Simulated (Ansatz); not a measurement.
Input file for Ansatz (an electronic-structure program):

Ansatz 0.2 input:
```yaml
crystal:
  lattice:
    - [2.9825089346, 0.0, 0.0]
    - [0.0, 2.9825089346, 0.0]
    - [0.0, 0.0, 2.9825089346]
  atoms:
    - { symbol: Al, position: [0.0, 0.0, 0.0] }
    - { symbol: Ru, position: [0.5, 0.5, 0.5] }
kpoints:
  mp_grid: { grid: [14, 14, 14] }
hamiltonian:
  xc: r2scan
  pseudopotentials: { kind: paw }
scf:
  occupations: { method: gaussian, width: 0.1 }
checkpoint: { read: metal.run }
output: { bader: true, populations: true }
```

Output (shortened):

```
Pseudopotential: Al, paw, valence charge 3
Pseudopotential: Ru, paw, valence charge 16
Functional definition: r2SCAN
Crystal: 2 atoms, lattice volume = 26.530 Å³
Basis set: ecut = 500 eV, 691 PW (Γ), exchange–correlation on 96×96×96 points (64 copies of the dense FFT grid, shifted against one another)
Bands: 18, of which v1, the nominal top of the filled ones, is band 10 counted from 1 (9 counted from 0)
Symmetry: 48 space group operations
Space group: Pm-3m (ITA 221), of the structure as read, at distance tolerance 3.0e-5 Å
k-points: 120 of 2744
Stability of the state it starts from, as read at its close in the unpolarized treatment …
iter 1 solved again at ethr=7.36e-9 eV; its pass at ethr=3.10e-3 eV (dr2=1.40e-6 eV) is discarded
SCF iter   1: F=—  HF=-6432.540736 eV  |F-HF|=—  |Δ(HF+E_count)|=         —  Δρ=4.59e-7  dr2=1.99e-11  dr2_τ=9.43e-12  ethr=7.36e-9  ⟨swp⟩=3.0  Hψ=16992  notcnv=0
preconditioner: auto → none
SCF iter   2: F=-6432.540736 eV  HF=-6432.540736 eV  |F-HF|=1.82e-12  |Δ(HF+E_count)|=  7.57e-10  Δρ=2.57e-7  dr2=7.16e-12  dr2_τ=6.35e-12  ethr=1.00e-12  ⟨swp⟩=5.6  Hψ=7606  notcnv=0
SCF 1 converged in 2 iterations: F = -6432.540736 eV  dr2 = 7.16e-12
SCF converged after 2 iterations
Free energy (F): -6432.540736 eV
Harris-Foulkes:  -6432.540736 eV  (|F-HF|=1.82e-12)
Internal energy: -6432.531114 eV  (E = F + TS)
E sigma→0 (E₀):  -6432.535925 eV
Entropy (-TS):   -0.009621 eV (-4.811 meV/atom)
Fermi energy:    16.143949 eV
--- Per-component energies (eV) ---
  E_band       = -133.269271
  E_kinetic    = 543.680327
  E_local      = -1788.810816  (includes V_loc(G=0)·N_el)
  E_nonlocal   = 353.942488
  E_hartree    = 636.237790
  E_xc         = -223.048484
  E_vxc        = -301.626037  (∫ρ·V_xc dr)
  E_paw        = -3953.257194  (= ΣΔE_a)
  E_vpaw       = -233.555995  (= ΣTr[D̂ρ^β])
  E_aug_tail   = 0.000091  (compensation charges beyond the density's cutoff)
  E_vtau       = 20.625188  (kinetic-family band-sum trace: ∫τ·v_τ [+ j·A + Jᵃ·Aᵃ] dr)
  E_ewald      = -2000.904251
  E_core_change = -0.371064  (= ΣΔE_core)
  E_smearing   = -0.009621  (= −TS)
  E_closure    =  0.000000  (closes the sum)
  Σ components = -6432.540736   (vs F -6432.540736, Δ=0.00e0)
  [band-id]    e_kinetic+e_local+e_nonlocal+2·e_hartree+e_vxc+e_vpaw+e_augmentation_tail+e_vtau = -133.269175   (vs E_band -133.269271, Δ=9.65e-5)
--- Band table (eV; the first three rows and the last of 120) ---
  k-point 0: bands = ["-57.7663", "-26.9319", "-26.9319", "-26.9319", "5.9380", "12.4162", "12.4162", "16.3144", "16.3144", "16.3144", "22.7114", "22.7114", "22.7114", "27.6507", "27.6507", "32.7967", "36.7707", "36.7707"]
  k-point 1: bands = ["-57.7653", "-26.9438", "-26.9309", "-26.9309", "6.0422", "12.4508", "12.4542", "16.1850", "16.1850", "16.3272", "22.1964", "22.9191", "22.9191", "27.4131", "28.0788", "33.1063", "36.4217", "36.4217"]
  k-point 2: bands = ["-57.7628", "-26.9771", "-26.9280", "-26.9280", "6.3500", "12.5255", "12.5631", "15.8541", "15.8541", "16.3631", "21.1129", "23.4846", "23.4846", "26.7928", "28.8733", "34.0703", "35.4867", "35.4867"]
  k-point 119: bands = ["-57.7122", "-27.1116", "-27.1116", "-27.1116", "11.1796", "11.1796", "11.1796", "17.9833", "17.9833", "19.3986", "20.4968", "20.4968", "20.4968", "25.1971", "25.1971", "25.1971", "29.0476", "43.3390"]
--- Löwdin populations: 2 sites ---
  site symbol       q [e]
     0     Al      2.8679
     1     Ru     16.0313
  spilling = 0.005307 (of n_electrons = 19.000000)
--- Bader charges: 2 sites ---
  site symbol  charge [e]  shift [e]
     0     Al      2.0651     0.0010
     1     Ru     -2.0651     0.0010
  shift: an alarm, by how much a part of what the PAW files miss would move the charge. Where it is large, compare
  with a run on PAW files of another source; a small one proves nothing
  estimated error of the sums over rays = 3.1e-4 e
```

Cost: around 11 core-seconds (rough) on shared cores.

The cell was relaxed with r²SCAN under the symmetry of its start. The run is not spin-polarised. Scalar-relativistic: spin–orbit coupling is off unless named, which matters more the heavier the elements.

Potentials: the later of the program's two PAW sets.

Ansatz is a plane-wave DFT program.
